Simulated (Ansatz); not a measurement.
Ta$_{2}$Si:
```cif
data_Si4Ta8
_chemical_formula_sum 'Ta8 Si4'
_space_group_name_H-M_alt 'I4/mcm'
_space_group_IT_number 140
_space_group_name_Hall '-I 4 2c'
_cell_length_a 6.09100
_cell_length_b 6.09100
_cell_length_c 5.01089
_cell_angle_alpha 90.000
_cell_angle_beta 90.000
_cell_angle_gamma 90.000
loop_
_atom_site_label
_atom_site_type_symbol
_atom_site_symmetry_multiplicity
_atom_site_Wyckoff_symbol
_atom_site_fract_x
_atom_site_fract_y
_atom_site_fract_z
_atom_site_occupancy
Ta1 Ta 8 h 0.16289 0.33711 0.00000 1
Si1 Si 4 a 0.00000 0.00000 0.25000 1
```
(The calculation used a cell of 6 atoms; values per cell refer to that cell.)

Relaxed at zero pressure with LDA in the plane-wave PAW code Ansatz.

### Question
The volume is lowered by 6 % and shape and atoms relax at that volume. What pressure results, and how do the axes share the change?

### Answer
16.5 GPa; a -2.0 %, b -2.0 %, c -2.1 %; the energy rises by 46 meV/atom.

### Question
Give the new structure.

### Answer

Space group I4/mcm (No. 140); a = b = 5.970 Å, c = 4.903 Å, α = β = γ = 90.00°

```json
[
 {"atom": "Ta", "site": "8h", "symmetry": "m.2m", "x": "0.1621", "y": "0.3379", "z": "0.0000"},
 {"atom": "Si", "site": "4a", "symmetry": "422", "x": "0.0000", "y": "0.0000", "z": "0.2500"}
]
```

The phase is kept; no other phase was compared at this pressure.

The workflow started from a Materials Project entry (that database holds measured and hypothetical structures alike); the Crystallography Open Database copy checked does not list it. Its standing as an ambient phase is unchecked. Symmetry was held in the LDA relaxation; of distortions, only those at the zone centre were tested. No spin polarisation was allowed. Scalar-relativistic: spin–orbit coupling is off unless named, which matters more the heavier the elements.

Potentials: the later of the program's two PAW sets.
